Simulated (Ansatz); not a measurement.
NbIr (rock salt, space group No. 225) at seven volumes, the program Ansatz at the PBEsol level (PAW), scaled uniformly. One row is withheld.

| V (Å³/atom) | P (GPa) |
|---|---|
| 16.120 | 25.46 |
| 16.651 | 15.57 |
| 17.182 | 7.16 |
| 17.714 | -0.01 |
| 18.245 | -6.10 |
| 18.777 | -11.28 |
| 19.308 | ? |

**Question.** Fit the shown pressures and predict the withheld one.

**Answer.** Third-order Birch–Murnaghan: P = (3/2)B₀(x^(7/2) − x^(5/2))[1 + (3/4)(B′ − 4)(x − 1)] with x = (V₀/V)^(2/3). Least squares on the six rows gives V₀ = 17.714 Å³/atom, B₀ = 219.8 GPa, B′ = 4.36. At V = 19.308, x = 0.9442 and P = -15.70 GPa. The run itself gave -15.67 GPa.

Space group Fm-3m (rock salt). The start of the workflow was typed in or built on a structure type; neither database checked (COD, Materials Project) lists it. COD files the formula under space group No. 123. Its standing as an ambient phase is unchecked. The PBEsol relaxation kept the symmetry of its start. At this level the phase is mechanically unstable. No spin polarisation was allowed. Spin–orbit coupling is left out wherever it is not named.

Potentials: the later of the program's two PAW sets.
